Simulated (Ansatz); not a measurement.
System: Pt (fcc type), 1 atom in the cell.

These are results of PBE, all-electron LAPW, point nucleus (Ansatz), not measurements.

k-mesh 12×12×12 Γ-centred; Fermi–Dirac smearing of 0.1 eV; no spin polarisation; no spin–orbit coupling.

```
Pt
1.0
     0.00000    1.98500    1.98500
     1.98500    0.00000    1.98500
     1.98500    1.98500    0.00000
Pt
1
Direct
  0.00000 0.00000 0.00000
```

Problem. Would the cell expand or shrink if it were free to relax?

Solution. The pressure is 0.36 GPa, so at these settings the cell is compressed and would expand.

The k-mesh is modest, so these values aren't fully converged in k.
